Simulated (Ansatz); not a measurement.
TlBr (CsCl type), relaxed with PBE (Ansatz, a first-principles code, plane waves, PAW): a = 4.0526 Å, b = 4.0526 Å, c = 4.0526 Å, α = 90.00°, β = 90.00°, γ = 90.00°.

gap (eV): 1.99
ΔH_f (eV/atom): -0.84
electron conductivity mass (mₑ): 0.22

Question: The same phase is relaxed and computed with PBE+D3(BJ) in the same code. What are the cell and these values now?

Answer: a = b = c = 3.980 Å, α = β = γ = 90.00°.

gap (eV): 1.86
ΔH_f (eV/atom): -0.84
electron conductivity mass (mₑ): 0.20

All cells were relaxed under the symmetry of their starts (and spin orders); stability against distortions was not tested throughout. Scalar-relativistic: spin–orbit coupling is off unless named, which matters more the heavier the elements.

Potentials: the later of the program's two PAW sets.

Ansatz is a plane-wave DFT program.

Formation energies count from the lowest solids of the elements computed at the same level, not from gases.
